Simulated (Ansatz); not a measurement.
Sb:
```cif
data_Sb8
_chemical_formula_sum 'Sb8'
_space_group_name_H-M_alt 'I-43m'
_space_group_IT_number 217
_space_group_name_Hall 'I -4 2 3'
_cell_length_a 6.61659
_cell_length_b 6.61659
_cell_length_c 6.61659
_cell_angle_alpha 90.000
_cell_angle_beta 90.000
_cell_angle_gamma 90.000
loop_
_atom_site_label
_atom_site_type_symbol
_atom_site_symmetry_multiplicity
_atom_site_Wyckoff_symbol
_atom_site_fract_x
_atom_site_fract_y
_atom_site_fract_z
_atom_site_occupancy
Sb1 Sb 8 c 0.15448 0.15448 0.15448 1
```
(The calculation used a cell of 4 atoms; values per cell refer to that cell.)

Relaxed with PBE+D3(BJ).

### Question
Which orbitals make up the states near the band edges in PBE+D3(BJ) (plane waves, PAW; program Ansatz)?

### Answer
Top 1 eV of the valence band: Sb 5p 92 %, Sb 5s 6 %. Bottom 1 eV of the conduction band: Sb 5p 96 %. Projections are on Löwdin-orthogonalised atomic valence shells; empty p or d shells of many metals are not among them.

### Question
Tabulate the density of states.

### Answer
States/eV per cell of 4 atoms, in 0.25 eV bins, energy from the valence-band maximum.

| E (eV) | total | Sb 5p | Sb 5s | Sb 4d |
|---|---|---|---|---|
| -7.85 | 4.23 | 0.74 | 3.47 | 0.00 |
| -7.60 | 3.98 | 0.56 | 3.41 | 0.00 |
| -7.35 | 5.12 | 0.48 | 4.62 | 0.00 |
| -7.10 | 2.23 | 0.15 | 2.07 | 0.00 |
| -6.85 | 0.00 | 0.00 | 0.00 | 0.00 |
| -6.60 | 0.00 | 0.00 | 0.00 | 0.00 |
| -6.35 | 0.00 | 0.00 | 0.00 | 0.00 |
| -6.10 | 0.00 | 0.00 | 0.00 | 0.00 |
| -5.85 | 0.00 | 0.00 | 0.00 | 0.00 |
| -5.60 | 0.00 | 0.00 | 0.00 | 0.00 |
| -5.35 | 0.00 | 0.00 | 0.00 | 0.00 |
| -5.10 | 0.00 | 0.00 | 0.00 | 0.00 |
| -4.85 | 0.00 | 0.00 | 0.00 | 0.00 |
| -4.60 | 0.00 | 0.00 | 0.00 | 0.00 |
| -4.35 | 0.00 | 0.00 | 0.00 | 0.00 |
| -4.10 | 0.00 | 0.00 | 0.00 | 0.00 |
| -3.85 | 0.00 | 0.00 | 0.00 | 0.00 |
| -3.60 | 4.64 | 4.04 | 0.54 | 0.00 |
| -3.35 | 1.83 | 1.54 | 0.26 | 0.00 |
| -3.10 | 1.80 | 1.60 | 0.18 | 0.00 |
| -2.85 | 3.10 | 2.87 | 0.20 | 0.00 |
| -2.60 | 2.45 | 2.23 | 0.19 | 0.00 |
| -2.35 | 4.08 | 3.68 | 0.36 | 0.00 |
| -2.10 | 2.84 | 2.53 | 0.27 | 0.00 |
| -1.85 | 2.35 | 2.09 | 0.22 | 0.00 |
| -1.60 | 3.33 | 2.96 | 0.32 | 0.00 |
| -1.35 | 2.94 | 2.68 | 0.21 | 0.00 |
| -1.10 | 3.85 | 3.55 | 0.24 | 0.00 |
| -0.85 | 5.42 | 5.05 | 0.28 | 0.00 |
| -0.60 | 3.79 | 3.53 | 0.18 | 0.00 |
| -0.35 | 4.84 | 4.32 | 0.40 | 0.00 |
| -0.10 | 0.74 | 0.65 | 0.07 | 0.00 |
| 0.15 | 0.01 | 0.01 | 0.00 | 0.00 |
| 0.40 | 0.28 | 0.28 | 0.00 | 0.00 |
| 0.65 | 0.56 | 0.54 | 0.00 | 0.00 |
| 0.90 | 1.61 | 1.55 | 0.01 | 0.00 |
| 1.15 | 1.92 | 1.83 | 0.01 | 0.00 |
| 1.40 | 1.90 | 1.80 | 0.02 | 0.00 |
| 1.65 | 2.73 | 2.51 | 0.08 | 0.00 |
| 1.90 | 5.34 | 4.76 | 0.29 | 0.00 |
| 2.15 | 3.40 | 3.08 | 0.15 | 0.00 |
| 2.40 | 3.70 | 3.38 | 0.12 | 0.00 |
| 2.65 | 2.46 | 2.22 | 0.09 | 0.00 |
| 2.90 | 4.34 | 3.79 | 0.21 | 0.00 |
| 3.15 | 2.76 | 2.39 | 0.14 | 0.00 |
| 3.40 | 2.30 | 1.99 | 0.09 | 0.00 |
| 3.65 | 3.25 | 2.85 | 0.11 | 0.00 |
| 3.90 | 3.21 | 2.80 | 0.10 | 0.00 |
| 4.15 | 3.44 | 2.91 | 0.09 | 0.00 |
| 4.40 | 3.56 | 2.83 | 0.09 | 0.00 |
| 4.65 | 0.89 | 0.71 | 0.03 | 0.00 |
| 4.90 | 0.30 | 0.26 | 0.01 | 0.00 |

The start of the workflow was typed in or built on a structure type; neither database checked (COD, Materials Project) lists it. It is not the phase usual at ambient conditions (space group No. 166). The cell was relaxed with PBE+D3(BJ) under the symmetry of its start; whether a distortion lowers the energy is not shown. Spin–orbit coupling is left out wherever it is not named.

Potentials: the earlier of the program's two PAW sets.
